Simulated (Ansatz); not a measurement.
**Property card for Zr₃TiN₄**

Computed with DFT PBE, scalar-relativistic, plane waves, PAW (Ansatz).

Cutoff 420 eV; k points 8×8×12 on the computed 8-atom cell (Γ-centred); Gaussian smearing, width 0.10 eV; no spin polarisation.

The structure is relaxed at this level of theory with its symmetry kept, and needn't be the ground state of this composition.

```yaml
crystal:
  lattice:
    - [3.19253, -4.51659, 0.00000]
    - [3.19253, 4.51659, 0.00000]
    - [0.00000, 0.00000, 3.20119]
  atoms:
    - { symbol: Zr, position: [0.50000, 0.00000, 0.00000] }
    - { symbol: Zr, position: [0.50000, 0.50000, 0.50000] }
    - { symbol: Zr, position: [0.00000, 0.50000, 0.00000] }
    - { symbol: Ti, position: [0.00000, 0.00000, 0.50000] }
    - { symbol: N, position: [0.76006, 0.76006, 0.00000] }
    - { symbol: N, position: [0.75514, 0.24486, 0.50000] }
    - { symbol: N, position: [0.24486, 0.75514, 0.50000] }
    - { symbol: N, position: [0.23994, 0.23994, 0.00000] }
```

Q: Formation energy from the elements' standard states (uncorrected)?

A: -1.687 eV/atom.

Q: Kohn–Sham band gap?

A: none (metal).

Q: Density of states at the Fermi level?

A: 2.9 states/eV per cell.

Q: Orbital (Löwdin) character within 0.5 eV of the Fermi level?

A: Zr 4d 45 %, Ti 3d 36 %, N 2p 16 %.

Q: Bader charge by site (e)?

A: Zr (2 in the cell) 1.94, Zr (1 in the cell) 1.85, Ti (1 in the cell) 1.70, N (2 in the cell) -1.85, N (2 in the cell) -1.86.

The cell was found from a structure generator's guess, not taken from experiment. Löwdin shares on free-atom orbitals overweight diffuse shells.
